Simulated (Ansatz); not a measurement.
# Structure optimisation: niobium, diamond

Method: DFT, LDA (PW92), plane waves (420 eV) with PAW, scalar-relativistic (Ansatz 0.2.0). (PAW data from PBE, frozen cores regenerated.)

k-point mesh 9×9×9, Fermi-Dirac smearing 0.1 eV, no spin polarisation. Cell and atoms relax.

Starting structure:

```
Nb
1.0
     0.00000    2.89513    2.89513
     2.89513    0.00000    2.89513
     2.89513    2.89513    0.00000
Nb
2
Direct
  0.12500 0.12500 0.12500
  0.87500 0.87500 0.87500
```

The pressure at the start is -1.3 GPa. By how much does the volume change?

From 24.27 to 23.85 Å³ per atom, -1.7 %. The final cell has a = 5.757 Å.

How much energy does the relaxation gain?

1.8 meV per atom.
